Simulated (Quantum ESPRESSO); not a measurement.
# Moving one atom in ZnMg2CaO4

These are calculations, not measurements. They come from pw.x of Quantum ESPRESSO 7.5, a plane-wave density functional program, with PseudoDojo standard norm-conserving files (v0.5 for PBE, v0.4.1 for LDA and PBEsol). The cells are made up: elements, strain and atom displacements were drawn at random, and nothing was relaxed. There is no spin polarisation, spin-orbit coupling or dispersion term.

The cell has 8 sites of a rocksalt lattice. Sites 1 to 4 hold Zn Mg Ca Mg; sites 5 to 8 hold O O O O. Cell vectors in Å: (4.266, 0.006, -0.019); (0.006, 4.358, 0.022); (-0.019, 0.022, 4.415). Settings: PBE, cutoff 1143 eV, 4 x 4 x 4 k mesh shifted by half a step, Fermi-Dirac smearing of 0.025 eV.

Each run shifts the O atom on site 7 along z and leaves all else fixed. Site 1 is one of its nearest neighbours. E is the free energy of the cell above the lowest run shown.

| run | shift (Å) | Fz on site 7 (eV/Å) | Fz on site 1 (eV/Å) | P (GPa) | E (meV) |
| --- | --- | --- | --- | --- | --- |
| 1 | -0.1308 | 0.979 | -0.166 | 14.69 | 104.5 |
| 2 | -0.0975 | 0.788 | -0.111 | 14.50 | 75.2 |
| 3 | -0.0774 | 0.685 | -0.092 | 14.40 | 60.5 |
| 4 | 0.0198 | 0.303 | -0.092 | 14.10 | 13.5 |
| 6 | 0.1198 | -0.040 | -0.138 | 14.05 | 0.0 |
| 7 | 0.1366 | -0.104 | -0.140 | 14.07 | 1.2 |
| 5 | 0.0567 | ? | ? | ? | ? |

A rerun of one of these cells at 1437 eV and k mesh 6 x 6 x 6 moved values by no more than 0.002 eV in the cell's energy, 0.05 GPa in stress and 0.005 eV/Å in force.

## Worked fit

A parabola through the six runs shown gives Fz on site 7 = 0.367 - 3.98 u + 4.4 u² eV/Å, with u in Å and a scatter of 0.018 eV/Å. Minus the slope, 3.98 ± 0.45 eV/Å², is this atom's force constant along z at u = 0, with its periodic images moving too. The fitted force vanishes at u = 0.104 Å, where the energy should be lowest along this line. The error is the larger of the fit's own and the change that a cubic makes, rounded up.

## Withheld run

Question: what Fz on site 7 should run 5 give?

The fit gives 0.155 eV/Å. The calculation gave 0.182 eV/Å.

```
run  shift (Å)  Fz on site 7 (eV/Å)  Fz on site 1 (eV/Å)  P (GPa)  E (meV)
  5     0.0567                0.182               -0.112    14.05      4.7
```